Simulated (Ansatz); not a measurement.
Relaxation of a relaxed Pb cell squeezed uniformly to 80 % of its volume; 1 atom in the cell, which starts as Fm-3m (No. 225), cF4; a = 4.633 Å, b = 4.633 Å, c = 4.633 Å, α = 90.00°, β = 90.00°, γ = 90.00°. The numbers are results of r2SCAN (plane waves to 500 eV, PAW, scalar-relativistic; Ansatz, a program for electronic structure), not measurements. Γ-centred k-mesh 12×12×12 on the run's cell (coarser than for final values), Fermi–Dirac smearing 0.05 eV. This is the first round of the run. 

The optimiser's lines from the output (shortened; P is positive under compression):

```
relax step   1: F+E_penalty+E_count = -11920.57089827 eV  Δ(F+E_penalty+E_count) = +0.000e0 eV  max|allowed force component| = 0.000e0 eV/Å  Δτ_max = 0.0000 Å  P = +17.064 GPa  Ω = 24.864 Å³  (6 SCF iters, dr2 threshold 1.00e-7 eV, accepted)
relax step   2: F+E_penalty+E_count = -11920.81112690 eV  Δ(F+E_penalty+E_count) = -2.402e-1 eV  max|allowed force component| = 0.000e0 eV/Å  Δτ_max = 0.0000 Å  P = +4.556 GPa  Ω = 28.680 Å³  (7 SCF iters, dr2 threshold 1.00e-7 eV, accepted)
relax step   3: F+E_penalty+E_count = -11920.84160598 eV  Δ(F+E_penalty+E_count) = -3.048e-2 eV  max|allowed force component| = 0.000e0 eV/Å  Δτ_max = 0.0000 Å  P = +1.390 GPa  Ω = 30.376 Å³  (6 SCF iters, dr2 threshold 1.00e-7 eV, accepted)
relax step   4: F+E_penalty+E_count = -11920.84528436 eV  Δ(F+E_penalty+E_count) = -3.678e-3 eV  max|allowed force component| = 0.000e0 eV/Å  Δτ_max = 0.0000 Å  P = -0.326 GPa  Ω = 31.558 Å³  (5 SCF iters, dr2 threshold 1.00e-7 eV, accepted)
relax step   5: F+E_penalty+E_count = -11920.84554095 eV  Δ(F+E_penalty+E_count) = -2.566e-4 eV  max|allowed force component| = 0.000e0 eV/Å  Δτ_max = 0.0000 Å  P = -0.015 GPa  Ω = 31.326 Å³  (3 SCF iters, dr2 threshold 1.00e-7 eV, accepted)
relax step   6: F+E_penalty+E_count = -11920.84617492 eV  Δ(F+E_penalty+E_count) = -6.340e-4 eV  max|allowed force component| = 0.000e0 eV/Å  Δτ_max = 0.0000 Å  P = +0.003 GPa  Ω = 31.326 Å³  stress off target by 2.78e-3 GPa  SCF on the basis re-selected at this cell (its energy is not comparable with the rows above)  (6 SCF iters)
```

From the first to the last row the energy changes by -0.28 eV/atom and the volume by +26.0 %. The last row is marked as not comparable with the walk above it, whose basis was carried along; it does compare with step 1, since both stand on a basis selected at the nominal cutoff for their own cell.

Later rounds, restarted from the end of this one on a renewed k-mesh, logged 6 more steps. The final structure after all rounds: Fm-3m (No. 225), cF4, fcc (Cu type); a = b = c = 4.9909 Å, α = β = γ = 90.00°. Between re-selections the logged energies stand on a plane-wave basis carried along with the cell. No spin polarisation in the result.

The run could not lose the symmetry of its start.
